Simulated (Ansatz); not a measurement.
Ti (hcp, Mg type)

```xyz
2
Lattice="2.9009 0.0000 0.0000 -1.4504 2.5122 0.0000 0.0000 0.0000 4.5904" Properties=species:S:1:pos:R:3 pbc="T T T"
Ti     0.0000     1.6748     3.4428
Ti     1.4504     0.8374     1.1476
```

E(V) scan at fixed shape, V₀ the volume above. Symmetry pins the atoms to their sites.

Method: PBEsol (plane waves to 420 eV, PAW, scalar-relativistic; Ansatz, an electronic-structure program). k mesh 19×19×11 (Γ-centred), Fermi-Dirac smearing 0.05 eV. Compression counts positive. Ti is run without spin polarisation. Ti was relaxed with its symmetry unable to fall.

At one point of the scan the stress tensor (GPa) is:

```
   -5.6      0.0      0.0
    0.0     -5.6      0.0
    0.0      0.0     -5.7
```

Question: Which point is it?
A. V/V₀ = 1.053
B. V/V₀ = 1.160
C. V/V₀ = 1.133
D. V/V₀ = 1.107

Answer: A, V/V₀ = 1.053

(A scan under strain: stresses follow from slopes of the energy per volume, elastic moduli from its curvatures.)
